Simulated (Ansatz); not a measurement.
CdTe:
```
CELL_PARAMETERS angstrom
      0.00000     3.27934     3.27934
      3.27934     0.00000     3.27934
      3.27934     3.27934     0.00000
ATOMIC_POSITIONS crystal
  Cd 0.00000 0.00000 0.00000
  Te 0.75000 0.75000 0.75000
```

Relaxed with r²SCAN.

Question: Map the electron localisation function on the plane through (0.000, 0.000, 0.000) spanned by u = [1, 0, 0] and v = [-1, 1, 1] in lattice vectors, from DFT-r²SCAN in the program Ansatz with PAW potentials.

Answer: x is the fraction of u, y of v (the angle between them is 90°; rows are the nearest grid lines); atoms in the plane: Cd at (0.00, 0.00), Te at (0.50, 0.75).
```
|997432123455554321234799|
|986431124666666421134689|
|443211367665566763112344|
|332212576544445675212233|
|111246754210012457642111|
|111357653100001356753111|
|012466643100001346664210|
|001466653200002356664100|
|001356654321123456653100|
|000135666555555666531000|
|000124566666666665421000|
|000001235566665532100000|
|000000123344444321000000|
|000000000011110000000000|
|000000000000000000000000|
|000000000000000000000000|
|000000000000000000000000|
|000000000000000000000000|
|111110000000000000011111|
|111111000000000000111111|
|333221110000000011122333|
|443322111000000111223344|
|986432112233332211234689|
|997432123455554321234799|
```
Scale: ten equal steps from 0.005 (start of '0') to 0.974 (end of '9'), in the order '0123456789'; x runs from 0.000 to 1.00, y from 0.000 (bottom) to 1.00 (top).

The density is the valence pseudo-density with augmentation charge, so density and ELF within about 1 Å of a nucleus are not all-electron values.

Space group F-43m (zinc blende). The cell was relaxed with r²SCAN under the symmetry of its start; of distortions, only those at the zone centre were tested. Scalar-relativistic: spin–orbit coupling is off unless named, which matters more the heavier the elements.

Potentials: the earlier of the program's two PAW sets.
